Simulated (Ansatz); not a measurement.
Input:

Sr (β-Sn type, I4_1/amd), a = b = 7.041 Å, c = 3.786 Å, α = β = γ = 90.00°; the cell used has 2 atoms.

This is the LDA-relaxed structure.

Task: All from DFT-LDA in the program Ansatz with PAW potentials, unless another level is named. Predict the highest zone-centre frequency.

Result: 123 cm⁻¹.

Task: What about the bulk modulus (Birch–Murnaghan fit)?

Result: 10.5 GPa.

The workflow started from a Materials Project entry (that database holds measured and hypothetical structures alike); the Crystallography Open Database copy checked does not list it. It is not the phase usual at ambient conditions (space group No. 225). Symmetry was held in the LDA relaxation; phonons show weakly imaginary modes. As this level gives no gap, phonon frequencies hold no LO–TO term and depend on the k-mesh and smearing (Fermi–Dirac, 0.1 eV here). Axis ratios of metals converge slowly with the k-mesh, so a and c are less sure than the volume.

Potentials: the earlier of the program's two PAW sets. The files were generated under PBE; for other functionals the program regenerates the frozen cores, and for LDA and PBEsol the local potential too.
